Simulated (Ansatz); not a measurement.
# CsCl-type EuSb

Level of theory: DFT, PBE, scalar-relativistic, collinear spin; plane waves to 420 eV with PAW datasets (Ansatz 0.2.0), 10×10×10 k-mesh, Gaussian smearing of 0.05 eV; PAW files: Ansatz's generated set soft_2.

```cif
data_structure
_symmetry_space_group_name_H-M 'P 1'
_symmetry_Int_Tables_number 1
_cell_length_a 3.9368
_cell_length_b 3.9368
_cell_length_c 3.9368
_cell_angle_alpha 90.000
_cell_angle_beta 90.000
_cell_angle_gamma 90.000
_cell_volume 61.01
loop_
_atom_site_label
_atom_site_type_symbol
_atom_site_fract_x
_atom_site_fract_y
_atom_site_fract_z
_atom_site_occupancy
Eu1 Eu 0.00000 0.00000 0.00000 1
Sb1 Sb 0.50000 0.50000 0.50000 1
```

This is a trial structure made by placing the elements on a prototype's sites, so it needn't be the stable form.

The geometry is fixed. Moments are started on Eu in several ways. q is the propagation vector of an order in a doubled cell, in units of this cell's reciprocal vectors; doubled cells take an equivalent mesh or are counted from a ferromagnetic run in the same cell, unless said otherwise. Energies count from the first row, the state in which the cell was relaxed.

The starts:
- ferromagnetic
- no spin polarisation
- antiparallel, q = (0, 0, 1/2)
- antiparallel, q = (0, 1/2, 1/2)
- antiparallel, q = (1/2, 1/2, 1/2)

Task: Which start ends lowest?

Result: Lowest: antiparallel, q = (0, 0, 1/2).

| start | largest typed moment (μB) | ΔE (meV/atom) | gap on the mesh (eV) | P (GPa) | final spin moments (μB) |
| --- | --- | --- | --- | --- | --- |
| ferromagnetic | 7.44* | 0.0 | metal | 0.0 | Eu 6.76; Sb -0.07 |
| no spin polarisation | 0.00 | 3525.8 | metal | -3.6 | none |
| antiparallel, q = (0, 0, 1/2) | 6.00* | -13.0 | metal | -0.1 | Eu 6.81, -6.81 |
| antiparallel, q = (0, 1/2, 1/2) | 6.00* | 2.5 | metal | 0.2 | Eu 6.76, -6.76 |
| antiparallel, q = (1/2, 1/2, 1/2) | 6.00* | -3.2 | metal | 0.1 | Eu 6.78, -6.78 |

A star marks runs that didn't start from the typed moments alone: the program put its own moment for the open shell in their place.

The program marks the state without spin polarisation as possibly unstable.

The row without spin polarisation prices the pairing of the open shell's electrons, not a magnetic ordering energy.

Only orders that fit these small cells were tried, so the real crystal's order may be another.

Without a U the 4f levels of Eu lie too near the Fermi level, so their share of the states there, and what hangs on it, is overstated. Spin–orbit coupling is left out. Site moments are of spin, integrated over atomic spheres.
